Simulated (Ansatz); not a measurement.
Values for one crystal, relaxed and computed with r²SCAN (plane waves, PAW; program Ansatz); other levels are named.

| Quantity | Value |
|---|---|
| Volume per atom | 17.27 Å³ |
| Electronic character | metallic (no gap) |
| Formation energy from the elements (no fitted shifts) | -0.31 eV/atom |
| Density of states at the Fermi level | 0.57 states/eV per atom (mean over ±0.08 eV) |

**Question.** Which of these materials gives this?
A) Ta2N, P-31m (Ta on 6k, N on 2d, N on 1a)
B) SrGe2Ir2, I4/mmm (Sr on 2a, Ge on 4e, Ir on 4d)
C) Ta3Ge, I-4 (Ta on 8g, Ta on 8g, Ta on 8g, Ge on 8g)
D) LaGe2Pd2, I4/mmm (La on 2a, Ge on 4e, Pd on 4d)

**Answer.** C, Ta3Ge, I-4 (Ta on 8g, Ta on 8g, Ta on 8g, Ge on 8g)

The workflow started from a Materials Project entry (that database holds measured and hypothetical structures alike); the Crystallography Open Database copy checked does not list it. Its standing as an ambient phase is unchecked. Symmetry was held in the r²SCAN relaxation; its stability against distortions is not shown here. No spin polarisation was allowed. The references are the lowest solids computed at this level, not always the standard phases. Spin–orbit coupling is left out wherever it is not named.

Potentials: the later of the program's two PAW sets.
